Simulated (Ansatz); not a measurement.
Sb, DFT, PBEsol, all-electron PAW with datasets made for the crystal, scalar-relativistic (Ansatz 0.2.0), run on 1 thread of Intel(R) Xeon(R) 6975P-C (Granite Rapids) on a shared host.

The cell is COD entry 1539203, as deposited and not checked against the literature; nothing was relaxed.

Command: `ansatz run input.yaml --threads 1 --pin off --max-ram 3072MiB --backend cpu --events-out ev --progress --plain --runs-dir out`

```yaml
crystal:
  lattice:
    - [3.3690001795, 0.0, 0.0]
    - [-1.6845000898, 2.9176397408, 0.0]
    - [0.0, 0.0, 5.33]
  atoms:
    - { symbol: Sb, position: [0.3333333333, 0.6666666667, 0.25] }
    - { symbol: Sb, position: [0.6666666667, 0.3333333333, 0.75] }
kpoints:
  mp_grid: { grid: [12, 12, 7] }
  band_path:
    path:
      - [0.0, 0.0, 0.0]
      - [0.5, 0.0, 0.0]
      - [0.3333333333, 0.3333333333, 0.0]
      - [0.0, 0.0, 0.0]
      - [0.0, 0.0, 0.5]
      - [0.5, 0.0, 0.5]
      - [0.3333333333, 0.3333333333, 0.5]
      - [0.0, 0.0, 0.5]
      - [0.5, 0.0, 0.5]
    npoints: 8
scf:
  occupations: { method: fermi_dirac, width: 0.05 }
hamiltonian:
  xc: pbesol
  pseudopotentials: { kind: all_electron, datasets: crystal }
output:
  forces: true
  stress: true
  eigenvalues: true
  efg: { contact_densities: true }
```

(1) How large is the problem that the program sets up?

(2) Estimate the wall time and the peak memory.

(3) And the same cell and mesh by LAPW (all electrons), asked for forces, stress, eigenvalues, populations, dos and the same band path, on the same hardware?

(4) And the same cell and mesh by PAW (frozen-core files), asked for forces, stress, eigenvalues, efg, populations, bader, dos, write_density, write_potential, elf and the same band path, on the same hardware?

Results:

(1) 76 irreducible k-points, 251 plane waves at Γ, 9 bands.

(2) 6.3 s of wall time for 6 SCF iterations, with a peak of 0.41 GiB. Times on shared machines scatter by tens of per cent.

(3) 13 s, peak memory 0.42 GiB.

(4) 9.6 s, peak memory 0.45 GiB.
